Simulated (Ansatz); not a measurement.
Ga in space group Cmcm (No. 63; Ga on 8g) at seven volumes, LDA (plane waves, PAW; program Ansatz), shape and atoms relaxed at each. One row is withheld.

```csv
V (Å³/atom),P (GPa)
17.421,6.71
17.996,?
18.570,1.86
19.144,0.00
19.719,-1.56
20.293,-2.87
20.867,-3.97
```

Problem. Fit the shown pressures and predict the withheld one.

Solution. Third-order Birch–Murnaghan: P = (3/2)B₀(x^(7/2) − x^(5/2))[1 + (3/4)(B′ − 4)(x − 1)] with x = (V₀/V)^(2/3). Least squares on the six rows gives V₀ = 19.145 Å³/atom, B₀ = 56.66 GPa, B′ = 4.81. At V = 17.996, x = 1.0421 and P = 4.07 GPa. The run itself gave 4.07 GPa.

The first step of the workflow began from a Materials Project structure, measured or hypothetical; the Crystallography Open Database files this formula in space group No. 63, but the cells were not matched. It is not the phase usual at ambient conditions (space group No. 64). The LDA relaxation kept the symmetry of its start; whether a distortion lowers the energy is not shown.

Potentials: the earlier of the program's two PAW sets. The files were generated under PBE; for other functionals the program regenerates the frozen cores, and for LDA and PBEsol the local potential too.
